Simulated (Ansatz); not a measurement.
**Run record: phonons of FePt (P4/mmm)**

Method: PBEsol, PAW on Ansatz 0.2.0's default frozen-core files (fitted under PBE), scalar-relativistic, spin-polarised.

Cell and atoms were relaxed beforehand by PAW with this functional.

Launched as:

```sh
ansatz run input.yaml --threads 2 --pin off --max-ram 6144MiB --backend cpu --events-out ev --progress --plain --runs-dir out
```

Input file:

```yaml
crystal:
  lattice:
    - [2.68793542418, 0.0, 0.0]
    - [0.0, 2.68793542418, 0.0]
    - [0.0, 0.0, 3.71645781576]
  atoms:
    - { symbol: Fe, position: [0.0, 0.0, 0.0], spin: 2.9 }
    - { symbol: Pt, position: [0.5, 0.5, 0.5], spin: 0.4 }
magnetization:
  spin_polarized: true
kpoints:
  mp_grid: { grid: [14, 14, 10] }
scf:
  occupations: { method: fermi_dirac, width: 0.1 }
hamiltonian:
  xc: pbesol
  pseudopotentials: { kind: paw }
phonons:
  qmesh: [2, 2, 2]
  qpath:
    path:
      - [0.0, 0.0, 0.0]
      - [0.0, 0.5, 0.0]
      - [0.5, 0.5, 0.0]
      - [0.0, 0.0, 0.0]
      - [0.0, 0.0, 0.5]
      - [0.0, 0.5, 0.5]
      - [0.5, 0.5, 0.5]
      - [0.0, 0.0, 0.5]
      - [0.0, 0.5, 0.0]
    npoints: 6
  temperatures: { t_min: 0, t_max: 1000, t_step: 100 }
```

The program printed:

```
Warning: RAYON_NUM_THREADS=2 ignored (pool sized by the plan → 2); use --threads N
Engine: ansatz 0.2.0, aarch64-unknown-linux-gnu
Pseudopotentials: kind: paw
Pseudopotential: Fe, paw, valence charge 16, recommended cutoff 420 eV (normal), Fe.paw.azcp
Pseudopotential: Pt, paw, valence charge 18, recommended cutoff 420 eV (normal), Pt.paw.azcp
Functional definition: PBEsol
  exchange = pbesol_x
  correlation = pbesol_c
Crystal: 8 atoms, lattice volume = 107.406 Å³
Basis set: ecut = 420 eV, 2113 PW (Γ), exchange–correlation on 36×72×100 points (8 copies of the dense FFT grid, shifted against one another)
Bands: 86, of which v1, the nominal top of the filled ones, is band 68 counted from 1 (67 counted from 0)
Symmetry: 32 space group operations
k-points: 96 of 490
Non-local potential: Fe, projectors of the file, l = 0: 3, l = 1: 2, l = 2: 3, l = 3: 1
Non-local potential: Pt, projectors of the file, l = 0: 3, l = 1: 2, l = 2: 2, l = 3: 1
PAW form: soft (Blöchl's): semilocal exchange-correlation on the pseudo side does not see the compensation charge
PAW frozen core: Fe, regenerated for the run's functional, and the local potential with it (the file was generated under x = pbe(κ = 0.804, μ = 0.2195149727645171), c = pbe(β = 0.06672455060314922))
PAW frozen core: Pt, regenerated for the run's functional, and the local potential with it (the file was generated under x = pbe(κ = 0.804, μ = 0.2195149727645171), c = pbe(β = 0.06672455060314922))
PAW one-centre angular grid: Fe, 590 points (default); XC on 64 Gauss nodes
PAW one-centre angular grid: Pt, 590 points (default); XC on 64 Gauss nodes
Initial density: handed on by an earlier stage of this run
Starting moments: Σ|m| = 13.2 μB on 8 of 8 sites; this step starts from the density that it was given
Initial wavefunctions: those handed on with the density
Functional: x = pbesol(κ = 0.804, μ = 0.12345679012345678), c = pbesol(β = 0.046)
SCF iter   1: F=—  HF=-67332.362759 eV  |F-HF|=—  |Δ(HF+E_count)|=         —  Δρ=3.67e-8 (↑1.42e-8 ↓3.67e-8)  dr2=3.14e-12  dr2_m=2.37e-13  M=12.829 μB ∫|m|=13.389 μB  β_m=0.30  ethr=1.00e-12  ⟨swp⟩=3.1  Hψ=43118  notcnv=0
preconditioner: auto → Kerker (q_TF=auto, 2.838 Å⁻¹)  [metal: Δε(μ)=0.004 eV  Ē_g=7.698 eV  σ=0.100 eV  W_gap=0.01  n_scr=44 (ndim 8)  ℏωp=30.4 eV  f_vac=0.000  D(μ)=5.36/eV (n_scr^D=52)]
spin=Collinear: Kerker preconditioning applied to the charge; magnetization (m = ρ↑ − ρ↓) channel mixes plain (no charge-response kernel on spin).
SCF iter   2: F=-67332.362759 eV  HF=-67332.362759 eV  |F-HF|=2.91e-11  |Δ(HF+E_count)|=  2.91e-11  Δρ=1.12e-8 (↑1.12e-8 ↓1.12e-8)  dr2=1.69e-13  dr2_m=4.60e-14  M=12.829 μB ∫|m|=13.389 μB  ethr=1.00e-12  ⟨swp⟩=2.4  Hψ=30067  notcnv=0
SCF 1 converged in 2 iterations: F = -67332.362759 eV  dr2 = 1.69e-13
  greatest PAW one-centre occupation: 1.003 electrons in one spin orbital (limit 2), on the Fe atom at site 6 (counted from 0), in its partial waves of l = 1
Crystal: 2 atoms, lattice volume = 26.851 Å³
Basis set: ecut = 420 eV, 529 PW (Γ), exchange–correlation on 36×36×50 points (8 copies of the dense FFT grid, shifted against one another)
[... 119 lines left out ...]
SCF iter  10: F=-67332.362719 eV  HF=-67332.362719 eV  |F-HF|=0.00e0  |Δ(HF+E_count)|=  4.37e-11  Δρ=4.63e-8 (↑4.63e-8 ↓3.09e-8)  dr2=5.54e-12  dr2_m=6.61e-13  M=12.829 μB ∫|m|=13.390 μB  ethr=1.00e-12  ⟨swp⟩=4.0  Hψ=94859  notcnv=0
SCF 9 converged in 10 iterations: F = -67332.362719 eV  dr2 = 5.54e-12
  greatest PAW one-centre occupation: 1.003 electrons in one spin orbital (limit 2), on the Fe atom at site 4 (counted from 0), in its partial waves of l = 1
SCF converged after 2 iterations
Magnetization: 12.8290 μB (74.4145 up, 61.5855 down)
Absolute magnetization: 13.3926 μB (∫|ρ↑−ρ↓|, with the PAW one-centre terms)
Spin contamination: 0.3292 ħ² per cell (⟨S²⟩ above its minimum at these occupations)
Per-site moments (μB) at R_I (Å): [(2.8828127415529043, 1.0964676068187356), (0.3715585171531419, 1.0964676068187356), (2.8828127415529043, 1.0964676068187356), (0.37155851715314175, 1.0964676068187356), (2.882812741552905, ...
Free energy (F): -67332.362759 eV
Harris-Foulkes:  -67332.362759 eV  (|F-HF|=2.91e-11)
Internal energy: -67332.178228 eV  (E = F + TS)
E sigma→0 (E₀):  -67332.270494 eV
Entropy (-TS):   -0.184532 eV (-23.066 meV/atom)
Fermi energy:    21.094333 eV
--- Per-component energies (eV) ---
  E_band       = -1400.467054
  E_kinetic    = 3944.610587
  E_local      = -14324.923768  (includes V_loc(G=0)·N_el)
  E_nonlocal   = 1703.298849
  E_hartree    = 5727.392607
  E_xc         = -1509.287184
  E_vxc        = -1814.567086  (∫ρ·V_xc dr)
  E_paw        = -42611.420966  (= ΣΔE_a)
  E_vpaw       = -2363.674892  (= ΣTr[D̂ρ^β])
  E_aug_tail   = 0.003993  (compensation charges beyond the density's cutoff)
  E_ewald      = -20263.717078
  E_core_change = 1.864731  (= ΣΔE_core)
  E_smearing   = -0.184532  (= −TS)
  E_closure    = 0.000000  (closes the sum)
  Σ components = -67332.362759   (vs F -67332.362759, Δ=0.00e0)
--- Forces (eV/Å), atoms counted from 1 ---
  atom   1  Fe     0.00000000    -0.00000000     0.00000000
  atom   2  Pt     0.00000000     0.00000000     0.00000000
  atom   3  Fe     0.00000000     0.00000000    -0.00000000
  atom   4  Pt    -0.00000000     0.00000000     0.00000000
  atom   5  Fe    -0.00000000     0.00000000    -0.00000000
  atom   6  Pt     0.00000000     0.00000000     0.00000000
  atom   7  Fe    -0.00000000     0.00000000    -0.00000000
  atom   8  Pt     0.00000000    -0.00000000     0.00000000
  max |Σ_I F_I| component: 5.36e-29 eV/Å
--- Phonons: 6 displaced members + 2 references (amplitude of the first 0.0025 Å, Σ member SCF iterations 76) ---
  ASR residual: 6.813e-4 → 0.000e0 eV/Å²; symmetrization residual: 7.193e-5 eV/Å²
  largest component of a force at the reference: 4.7e-29 eV/Å
  ASR residual per site (eV/Å²): 6.81e-4 2.77e-4
  Γ frequencies (cm⁻¹): 0.00 0.00 0.00 166.81 166.81 237.69
--- Phonons (by wavevector): 6 wavevectors in 2 supercells ---
  supercell 1 (4 cells, vectors [1, 0, 0], [0, 2, 0], [0, 0, 2] in multiples of the cell's): 4 displaced members by 0.0025 Å; free energy -67332.362759 eV; taken off its force constants: by the sum rule 1.2e-4, by the ...
  symmetry images taken by strict's conditions (phonons.symmetry_images: auto; settled by no image being taken that strict refuses)
  supercell 2 (4 cells, vectors [1, -1, 0], [0, 2, 0], [0, 0, 2] in multiples of the cell's): 2 displaced members by 0.0025 Å; free energy -67332.362759 eV; taken off its force constants: by the sum rule 6.8e-4, by the ...
  symmetry images taken by strict's conditions (phonons.symmetry_images: auto; settled by no image being taken that strict refuses)
  q = [0.0000, 0.0000, 0.0000] (star 1, supercell 1; hermiticity 2.83e-17, symmetrization 5.94e-6): -0.00 0.00 0.00 166.81 166.81 237.69
  q = [0.0000, 0.0000, -0.5000] (star 1, supercell 1; hermiticity 7.05e-17, symmetrization 7.25e-6): 78.08 78.08 124.63 175.71 175.71 269.44
  q = [0.0000, -0.5000, 0.0000] (star 2, supercell 1; hermiticity 1.77e-16, symmetrization 1.42e-17): 86.70 101.39 177.48 194.33 212.81 239.19
  q = [0.0000, -0.5000, -0.5000] (star 2, supercell 1; hermiticity 1.72e-16, symmetrization 1.42e-17): 75.65 84.93 145.10 152.68 216.99 250.22
  q = [-0.5000, -0.5000, 0.0000] (star 1, supercell 2; hermiticity 1.73e-16, symmetrization 6.99e-16): 91.58 165.22 165.22 216.71 218.59 218.59
  q = [-0.5000, -0.5000, -0.5000] (star 1, supercell 2; hermiticity 1.78e-16, symmetrization 6.99e-16): 99.02 191.30 191.30 203.50 203.50 243.19
  joined force constants: q→R imaginary residual 1.52e-17
  density of states and harmonic sums: on the 24×24×18 q-mesh, interpolated from the force constants of a 2×2×2 supercell (no non-analytic term)
  largest difference from the sums on the solved wave vectors: F 6.74e-2 eV, S 9.97e-5 and C_V 3.23e-5 eV/K
```

The calculation finished and met its thresholds.

**Harmonic thermodynamics**

Harmonic phonons of a crystal by Kohn-Sham DFT at the given cell, standard atomic masses, acoustic sum rule imposed; negative wavenumbers are unstable modes; sums over wave vectors interpolated from the q mesh.

```
Zero point energy : 30.18 meV/atom
```

```csv
temperature (K),phonon heat capacity (k_B/atom),phonon entropy (k_B/atom),phonon free energy (meV/atom)
100,1.932,1.313,26.2
200,2.654,2.938,7.43
300,2.838,4.056,-22.97
400,2.907,4.883,-61.64
500,2.94,5.536,-106.6
600,2.958,6.073,-156.7
700,2.969,6.53,-211.1
800,2.976,6.927,-269.1
900,2.981,7.278,-330.3
1000,2.985,7.592,-394.4
```

**Zone-centre phonons**

Optical zone-centre levels upwards with Mulliken labels, activity, and the element with most of the kinetic energy.

```
Point group : 4/mmm
```

```csv
number,phonon wavenumber (cm⁻¹),label,infrared,raman,lead element
1,166.8,Eu,yes,no,Fe
2,237.7,A2u,yes,no,Fe
```

Phonons on the q mesh:

One row a degenerate set, branches counted upwards.

```
Unstable phonons : no
```

```tsv
point	q a (r.l.u.)	q b (r.l.u.)	q c (r.l.u.)	branch	phonon wavenumber (cm⁻¹)	degeneracy
Gamma	0	0	0	4	166.8	2
Gamma	0	0	0	6	237.7	1
X	0.5	0	0	1	86.7	1
X	0.5	0	0	2	101.4	1
X	0.5	0	0	3	177.5	1
X	0.5	0	0	4	194.3	1
X	0.5	0	0	5	212.8	1
X	0.5	0	0	6	239.2	1
M	0.5	0.5	0	1	91.6	1
M	0.5	0.5	0	2	165.2	2
M	0.5	0.5	0	4	216.7	1
M	0.5	0.5	0	5	218.6	2
Z	0	0	0.5	1	78.1	2
Z	0	0	0.5	3	124.6	1
Z	0	0	0.5	4	175.7	2
Z	0	0	0.5	6	269.4	1
R	0.5	0	0.5	1	75.6	1
R	0.5	0	0.5	2	84.9	1
R	0.5	0	0.5	3	145.1	1
R	0.5	0	0.5	4	152.7	1
R	0.5	0	0.5	5	217	1
R	0.5	0	0.5	6	250.2	1
A	0.5	0.5	0.5	1	99	1
A	0.5	0.5	0.5	2	191.3	2
A	0.5	0.5	0.5	4	203.5	2
A	0.5	0.5	0.5	6	243.2	1
```

Limits of these numbers: frozen-core PAW files fitted under PBE, their cores solved anew for the functional of the run; a lower magnetic state may exist; responses of metals move with mesh and smearing; no spin-orbit coupling on heavy atoms; coarse q mesh; activity by symmetry alone, a metal screens infrared modes.

It took 18 min on 2 threads of Arm Neoverse V1, on a shared host, peak memory 2.5 GiB.
